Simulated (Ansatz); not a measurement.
A geometry of VBiO4 away from equilibrium: the start of the relaxation of a generated cell, VBiO4 placed in the AFLOW prototype ABC4_mP12_13_e_a_2g (E1_b, as in AgTe4Au). The numbers are results of PBEsol (plane waves to 420 eV, PAW, scalar-relativistic; Ansatz, a program for electronic structure), not measurements. Γ-centred k-mesh 4×6×3 on the run's cell (coarser than for final values), Fermi–Dirac smearing 0.05 eV.

```xyz
12
Lattice="6.7940 0.0000 0.0000 0.0000 3.4321 0.0000 -4.4123 0.0000 6.4329" Properties=species:S:1:pos:R:3 pbc="T T T"
V      2.2939     1.7785     1.6082
V      0.0878     1.6536     4.8247
O      1.6733     0.0954     4.5140
O     -1.4977     0.0954     5.1354
O      0.7084     3.3367     1.9189
O      3.8794     3.3367     1.2975
O     -2.9132     1.3883     6.1402
O      3.0887     1.3883     3.5092
O      5.2949     2.0438     0.2927
O     -0.7071     2.0438     2.9238
Bi     0.0000     0.0000     0.0000
Bi    -2.2061     0.0000     3.2165
```
Spin-polarised start, with parallel moments on V.

Problem. What forces act on the atoms (eV/Å)?

Solution. 
```json
[
 {"atom": "V1", "Fx": "0.00", "Fy": "-0.65", "Fz": "0.00"},
 {"atom": "V2", "Fx": "0.00", "Fy": "0.65", "Fz": "0.00"},
 {"atom": "O3", "Fx": "-3.69", "Fy": "-0.44", "Fz": "0.36"},
 {"atom": "O4", "Fx": "3.69", "Fy": "-0.44", "Fz": "-0.36"},
 {"atom": "O5", "Fx": "3.69", "Fy": "0.44", "Fz": "-0.36"},
 {"atom": "O6", "Fx": "-3.69", "Fy": "0.44", "Fz": "0.36"},
 {"atom": "O7", "Fx": "0.02", "Fy": "3.16", "Fz": "2.62"},
 {"atom": "O8", "Fx": "-0.02", "Fy": "3.16", "Fz": "-2.62"},
 {"atom": "O9", "Fx": "-0.02", "Fy": "-3.16", "Fz": "-2.62"},
 {"atom": "O10", "Fx": "0.02", "Fy": "-3.16", "Fz": "2.62"},
 {"atom": "Bi11", "Fx": "0.00", "Fy": "0.00", "Fz": "0.00"},
 {"atom": "Bi12", "Fx": "0.00", "Fy": "0.00", "Fz": "0.00"}
]
```

Problem. What is the pressure?

Solution. -4.7 GPa, compression positive.

Problem. How much energy per atom can still be gained by relaxing?

Solution. 1.15 eV/atom; the path ends in P2/c (No. 13).

No spin polarisation in the result: the starting moments vanished. The d or f electrons are treated with no Hubbard U.

The run could not lose the symmetry of its start: the end is stationary, and may be a saddle point rather than a minimum.

The end of the path is a generated cell of VBiO4: the first start was made by placing the elements on the sites of a structure type, and the end was not matched to a known phase here, so it may be hypothetical. Known forms of VBiO4 include space group No. 88.
